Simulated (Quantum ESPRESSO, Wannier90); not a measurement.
# Tight-binding from DFT: YSi₂ (P6/mmm)

```
YSi2
1.0
    4.07549     0.00000     0.00000
   -2.03775     3.52948     0.00000
    0.00000     0.00000     3.99013
Y Si
1 2
Direct
  0.00000   0.00000   0.00000
  0.33333   0.66667   0.50000
  0.66667   0.33333   0.50000
```

Materials Project entry mp-2568; symmetrised, unrelaxed at this level. COD (Crystallography Open Database) has an entry of this formula and space group (matched by these alone). Level: PBEsol, no spin polarisation, no spin-orbit coupling; pw.x of Quantum ESPRESSO at 58 Ry with PseudoDojo potentials, 12×12×8 k-points, Wannier90. Density: 12×12×8 mesh, cold smearing 0.01 Ry.

Valence charges of the files: Y 11, Si 4. 31 bands were computed.

Isolated groups of bands, relative to the Fermi level (bands from 5 on overlap up to the last one computed):

| bands | from (eV) | to (eV) | filling | weight on atomic waves |
|---|---|---|---|---|
| 1 | -42.59 | -42.57 | filled | Y 4s 96 % |
| 2–4 | -22.79 | -22.58 | filled | Y 4p 98 % |

Wanted is a model with the orbitals Y s p d, Si s p, without the filled groups that are mainly made of other shells (semicore states, and anion s where it isn't named); all higher bands stay in for disentanglement.

Problem. Give num_wann, exclude_bands and num_bands, and the number of electrons that the model holds.

Solution. Electrons: 1×11 + 2×4 = 19, or 9.5 bands' worth; no gap over 0.05 eV opens at the Fermi level at this level of theory.
num_wann = 1×9 + 2×4 = 17.
exclude_bands = 1-4, 4 bands, so num_bands = 31 − 4 = 27.
The model holds 19 − 2×4 = 11 electrons. With the window frozen to 1.50 eV it follows pw.x to 3.2 meV rms (states up to 1.0 eV relative to the Fermi level).
